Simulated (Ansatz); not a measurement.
# Calculated with Ansatz: LaAg4, settings compared

input.yaml:

```yaml
crystal:
  lattice:
    - [3.38022, 5.497922, 0.0]
    - [3.38022, -5.497922, 0.0]
    - [0.0, 0.0, -6.527982]
  atoms:
    - { symbol: La, position: [0.73467, 0.26533, 0.75] }
    - { symbol: La, position: [0.26533, 0.73467, 0.25] }
    - { symbol: Ag, position: [0.14879, 0.85121, 0.75] }
    - { symbol: Ag, position: [0.85121, 0.14879, 0.25] }
    - { symbol: Ag, position: [0.39093, 0.60907, 0.75] }
    - { symbol: Ag, position: [0.60907, 0.39093, 0.25] }
    - { symbol: Ag, position: [0.2186, 0.2186, 0.0] }
    - { symbol: Ag, position: [0.7814, 0.7814, 0.5] }
    - { symbol: Ag, position: [0.7814, 0.7814, 0.0] }
    - { symbol: Ag, position: [0.2186, 0.2186, 0.5] }
  symmetry: { tolerance: 0.0003 }
kpoints:
  mp_grid: { grid: [3, 3, 3], shift: [0, 0, 0] }
magnetization:
  spin_polarized: false
scf:
  occupations: { method: gaussian, width: 0.0976 }
hamiltonian:
  pseudopotentials: { kind: paw }
  xc: r2scan
basis:
  ecutwfc: 500
output:
  forces: true
  stress: true
  eigenvalues: true
```

The command:

```bash
ansatz run input.yaml --threads 1 --pin off --max-ram 2560MiB --backend cpu --events-out ev --progress --plain --runs-dir out
```

Origin of the cell: a known structure type with other elements, at an estimated volume, so it need not be a known compound.

Output of this run (shortened):

```
Pseudopotentials: kind: paw
Pseudopotential: La, paw, valence charge 11, recommended cutoff 500 eV (meta_gga), La.paw.azcp
Pseudopotential: Ag, paw, valence charge 19, recommended cutoff 500 eV (meta_gga), Ag.paw.azcp
Functional definition: r2SCAN
  exchange = r2scan_x(k0 = k0, k1 = k1, a1 = a1)
  correlation = r2scan_c
Crystal: 10 atoms, lattice volume = 242.634 Å³
Basis set: ecut = 500 eV, 6167 PW (Γ), exchange–correlation on 192×192×192 points (64 copies of the dense FFT grid, shifted against one another)
Bands: 105, of which v1, the nominal top of the filled ones, is band 87 counted from 1 (86 counted from 0)
Symmetry: 8 space group operations
Space group: Cmcm (ITA 63), of the structure as read, at distance tolerance 1.9e-3 Å
[… 7 lines left out …]
Initial density: superposition of atomic densities (neutral atoms: chi_scale 0, normalization atom), corrected by the library's trained network
Functional: x = r2scan, c = r2scan; τ floored in thin density (d = 2e-4 eV/Å³)
SCF iter   1: F=—  HF=-73362.070612 eV  Δρ=1.07e-2  dr2=5.54e-1  dr2_τ=1.30e-2
SCF iter   2: F=—  HF=-73362.031248 eV  Δρ=5.32e-3  dr2=1.62e-1  dr2_τ=4.75e-3  defer=97
SCF iter   3: F=—  HF=-73362.001192 eV  Δρ=1.48e-3  dr2=1.83e-2  dr2_τ=6.00e-4  defer=97
SCF iter   4: F=—  HF=-73361.999931 eV  Δρ=7.15e-4  dr2=2.20e-3  dr2_τ=6.92e-5  defer=97
SCF iter   5: F=—  HF=-73361.999950 eV  Δρ=2.25e-4  dr2=3.59e-4  dr2_τ=5.84e-6  defer=97
SCF iter   6: F=—  HF=-73361.999999 eV  Δρ=9.68e-5  dr2=3.82e-5  dr2_τ=1.32e-6  defer=97
SCF iter   7: F=—  HF=-73362.000281 eV  Δρ=3.63e-5  dr2=4.90e-6  dr2_τ=1.31e-7  defer=97
SCF iter   8: F=—  HF=-73362.000284 eV  Δρ=2.07e-5  dr2=1.75e-6  dr2_τ=5.45e-8  defer=97
SCF iter   9: F=—  HF=-73362.000285 eV  Δρ=7.71e-6  dr2=2.55e-7  dr2_τ=6.00e-9  defer=97
SCF iter  10: F=-73362.000285 eV  HF=-73362.000285 eV  Δρ=2.27e-6  dr2=1.57e-8  dr2_τ=5.01e-10
SCF 1 converged in 10 iterations: F = -73362.000285 eV  dr2 = 1.57e-8
SCF converged after 10 iterations
Free energy (F): -73362.000285 eV
Harris-Foulkes:  -73362.000285 eV  (|F-HF|=8.38e-9)
Internal energy: -73361.983635 eV  (E = F + TS)
E sigma→0 (E₀):  -73361.991960 eV
Entropy (-TS):   -0.016650 eV (-1.665 meV/atom)
Fermi energy:    12.843032 eV
--- Per-component energies (eV) ---
  E_band       = -2783.310077
  E_kinetic    = 4595.050792
  E_local      = -25472.044843  (includes V_loc(G=0)·N_el)
  E_nonlocal   = 832.250905
  E_hartree    = 11525.990512
  E_xc         = -1686.388653
  E_vxc        = -2419.729219  (∫ρ·V_xc dr)
  E_paw        = -42251.022882  (= ΣΔE_a)
  E_vpaw       = -3540.941698  (= ΣTr[D̂ρ^β])
  E_aug_tail   = 0.000481  (compensation charges beyond the density's cutoff)
  E_vtau       = 170.137173  (kinetic-family band-sum trace: ∫τ·v_τ [+ j·A + Jᵃ·Aᵃ] dr)
  E_ewald      = -20901.882486
  E_core_change = -3.937461  (= ΣΔE_core)
  E_smearing   = -0.016650  (= −TS)
  Σ components = -73362.000285   (vs F -73362.000285, Δ=0.00e0)
--- Forces (eV/Å), atoms counted from 1 ---
  atom   1  La    -0.000000    -0.118424    -0.000000
[… 4 lines left out …]
  atom   6  Ag     0.000000    -0.171984     0.000000
  atom   7  Ag     0.112023    -0.000000    -0.000000
  atom   8  Ag    -0.112023    -0.000000    -0.000000
  atom   9  Ag    -0.112023    -0.000000     0.000000
  atom  10  Ag     0.112023     0.000000     0.000000
  max |Σ_I F_I| component: 3.82e-17 eV/Å
--- Stress (GPa, compression-positive) ---
       -3.649957      -0.000000       0.000000
       -0.000000      -3.501567      -0.000000
        0.000000      -0.000000      -3.781639
  P = ⅓ Tr σ = -3.6444 GPa (-36.444 kbar)
```

The same input was run again with these changes:

1. `scf.mixing.preconditioner` default → kerker
2. `kpoints.mp_grid.grid` [3, 3, 3] → [4, 4, 4]; `basis.ecutwfc` 500 → "22.0 Ry"
3. `scf.lower_state_search` default → light
4. `basis.ecutrho_ratio` default → 2; `scf.max_iter` default → 75

| run | end | SCF iterations | P (GPa) | max force component (eV/Å) | moment (μB) | ΔE(σ→0) (meV/atom) |
| --- | --- | --- | --- | --- | --- | --- |
| base | converged | 10 | -3.64 | 0.172 | – | 0 |
| 1 | converged | 10 | -3.64 | 0.172 | – | 0.00 |
| 2 | converged | 9 | -3.52 | 0.190 | – | 115.02 |
| 3 | converged | 10 | -3.64 | 0.172 | – | 0.00 |
| 4 | converged | 10 | -3.63 | 0.172 | – | -0.11 |

Energies are compared only where functional, datasets, charge and starting cell are the same.

Not properties of the system: run 2 (too coarse or loose: `basis.ecutwfc` = "22.0 Ry").

Caveats of the base run: no spin-orbit coupling, though heavy elements are present; the k mesh is coarse if the cell is a metal.

Run 2: the cutoff lies below the datasets' advice.
Run 4: the cutoff lies below the datasets' advice.

The base run ran for 18 s on 1 thread of Intel(R) Xeon(R) 6975P-C (Granite Rapids), with other jobs on the host, peak memory 1.1 GiB, from the program's own first density.
